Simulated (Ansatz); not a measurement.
Field gradients of HfCrAgS4 from run to run

Cell of run 1: a Materials Project structure (computed, not necessarily an observed phase).

```cif
data_structure
_symmetry_space_group_name_H-M 'P 1'
_symmetry_Int_Tables_number 1
_cell_length_a 6.1004
_cell_length_b 3.6106
_cell_length_c 12.9314
_cell_angle_alpha 90.000
_cell_angle_beta 91.187
_cell_angle_gamma 90.000
_cell_volume 284.77
loop_
_atom_site_label
_atom_site_type_symbol
_atom_site_fract_x
_atom_site_fract_y
_atom_site_fract_z
_atom_site_occupancy
Hf1 Hf 0.51264 0.50000 0.74675 1
Hf2 Hf 0.48736 0.50000 0.25325 1
Cr3 Cr 0.01421 0.00000 0.24523 1
Cr4 Cr 0.98579 0.00000 0.75477 1
Ag5 Ag 0.50000 0.50000 0.00000 1
Ag6 Ag 0.00000 0.00000 0.50000 1
S7 S 0.15302 0.50000 0.13823 1
S8 S 0.84698 0.50000 0.86177 1
S9 S 0.66595 0.00000 0.63335 1
S10 S 0.33405 0.00000 0.36665 1
S11 S 0.67504 0.00000 0.14248 1
S12 S 0.32496 0.00000 0.85752 1
S13 S 0.14093 0.50000 0.64997 1
S14 S 0.85907 0.50000 0.35003 1
```

Sites (sets of like atoms) are named by element and the number of their first atom in this list.

All runs are DFT with Ansatz 0.2.0 (plane waves and PAW, scalar-relativistic unless spin–orbit coupling is named, Γ-centred meshes, Fermi–Dirac smearing where given) in this cell. Start moments of run 1 as typed (μB): 3 on each Cr, none on the rest. Antiparallel start moments (μB): 0 0 3 -3 0 0 0 0 0 0 0 0 0 0 by atom.

Run 1: PBE, parallel start moments, atoms as given; 420 eV, 5×8×3 k-points, smearing 0.02 eV.
Run 2: r2SCAN, parallel start moments, atoms as given; 500 eV, 5×8×3 k-points, smearing 0.02 eV.
Run 3: PBE, antiparallel start moments, atoms as given; 420 eV, 5×8×3 k-points, smearing 0.02 eV.

```
run   Hf V_zz (η)   S7 V_zz (η)  S11 V_zz (η)  absolute moment (μB)
  1  -5.79 (0.66)  -7.40 (0.22)   4.20 (0.53)                   6.8
  2             ?             ?             ?                     ?
  3  -5.76 (0.67)  -7.38 (0.22)   4.22 (0.53)                   6.8
```

V_zz in 10²¹ V/m²; 3 of the 8 sets of like atoms are followed.

Problem. Estimate the row of run 2.

Solution. Hf: -6.07 (0.52); S7: -6.66 (0.14); S11: 3.59 (0.46); absolute moment (μB): 7.0. It lies nearest to run 1, from whose tensors on these sites it differs by 0.74 at most (largest principal value of the difference, on S7). Taken one at a time, the functional (r2SCAN with its higher cutoff) moves the tensors on these sites by up to 0.74 (largest principal value of the change, on S7), the magnetic start by 0.03 (Hf).

Without spin–orbit coupling the gradients at and beside Hf can be off by some per cent, at some sites by more. The magnetic order is the one that the run reached from its start moments, not necessarily the measured one. For runs 1, 2: All moments are parallel here, as the start or the cell imposes; many such compounds order antiparallel, where fields and spin densities carried over to other atoms largely cancel. In run 2 the program didn't check the stability of the electronic state in full, so a lower one may lie near.
